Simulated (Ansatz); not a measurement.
SiC:
```
SiC
1.0
    3.07116     0.00000     0.00000
   -1.53558     2.65970     0.00000
    0.00000     0.00000     5.03621
Si C
2 2
Cartesian
  1.53558   0.88657   0.00317
  0.00000   1.77314   2.52127
  1.53558   0.88657   3.14547
  0.00000   1.77314   0.62737
```

Relaxed with HSE06.

Task: Give the Bader charges and basin volumes of the independent atoms, HSE06 (plane waves, PAW; program Ansatz).

Result: 

```csv
atom,Bader charge (e),Bader volume (Å³)
Si1,+2.87,4.3
C3,-2.87,16.3
```

Space group P6_3mc (wurtzite). The cell was relaxed with HSE06 under the symmetry of its start.

Potentials: the later of the program's two PAW sets.
